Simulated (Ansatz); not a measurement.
Relaxation of a relaxed Ge cell stretched uniformly to 115 % of its volume; 2 atoms in the cell, which starts as Fd-3m, origin choice 1 (No. 227), cF8; a = b = c = 5.943 Å, α = β = γ = 90.00°. The numbers are results of r2SCAN (plane waves to 500 eV, PAW, scalar-relativistic; Ansatz, a first-principles code), not measurements. Γ-centred k-mesh 7×7×7 on the run's cell (coarser than for final values), Fermi–Dirac smearing 0.05 eV. This is the first round of the run. 

The optimiser's lines from the output (shortened; P is positive under compression):

```
relax step   1: F+E_penalty+E_count = -8605.64064081 eV  Δ(F+E_penalty+E_count) = +0.000e0 eV  max|allowed force component| = 5.782e-18 eV/Å  Δτ_max = 0.0000 Å  P = -7.044 GPa  Ω = 52.481 Å³  (6 SCF iters, dr2 threshold 1.00e-7 eV, accepted)
relax step   2: F+E_penalty+E_count = -8605.81368213 eV  Δ(F+E_penalty+E_count) = -1.730e-1 eV  max|allowed force component| = 4.510e-17 eV/Å  Δτ_max = 0.0000 Å  P = -0.073 GPa  Ω = 45.653 Å³  (6 SCF iters, dr2 threshold 2.00e-7 eV, accepted)
relax step   3: F+E_penalty+E_count = -8605.81370084 eV  Δ(F+E_penalty+E_count) = -1.871e-5 eV  max|allowed force component| = 1.388e-17 eV/Å  Δτ_max = 0.0000 Å  P = +0.024 GPa  Ω = 45.592 Å³  (4 SCF iters, dr2 threshold 1.31e-8 eV, accepted)
relax step   4: F+E_penalty+E_count = -8605.81369968 eV  Δ(F+E_penalty+E_count) = +1.159e-6 eV  max|allowed force component| = 6.476e-17 eV/Å  Δτ_max = 0.0000 Å  P = -0.000 GPa  Ω = 45.607 Å³  (4 SCF iters, dr2 threshold 1.41e-9 eV, accepted)
relax step   5: F+E_penalty+E_count = -8605.81297287 eV  Δ(F+E_penalty+E_count) = +7.268e-4 eV  max|allowed force component| = 4.279e-17 eV/Å  Δτ_max = 0.0000 Å  P = -0.012 GPa  Ω = 45.607 Å³  stress off target by 1.17e-2 GPa  SCF on the basis re-selected at this cell (its energy is not comparable with the rows above)  (6 SCF iters)
```

From the first to the last row the energy changes by -0.09 eV/atom and the volume by -13.1 %. The last row is marked as not comparable with the walk above it, whose basis was carried along; it does compare with step 1, since both stand on a basis selected at the nominal cutoff for their own cell.

Later rounds, restarted from the end of this one on a renewed k-mesh, logged 3 more steps and released under 0.01 eV/atom more. The final structure after all rounds: Fd-3m, origin choice 1 (No. 227), cF8, diamond type; a = b = c = 5.6727 Å, α = β = γ = 90.00°. Between re-selections the logged energies stand on a plane-wave basis carried along with the cell. No spin polarisation in the result.

The run could not lose the symmetry of its start.

All atoms sit on sites fixed by symmetry, so only the cell could relax.
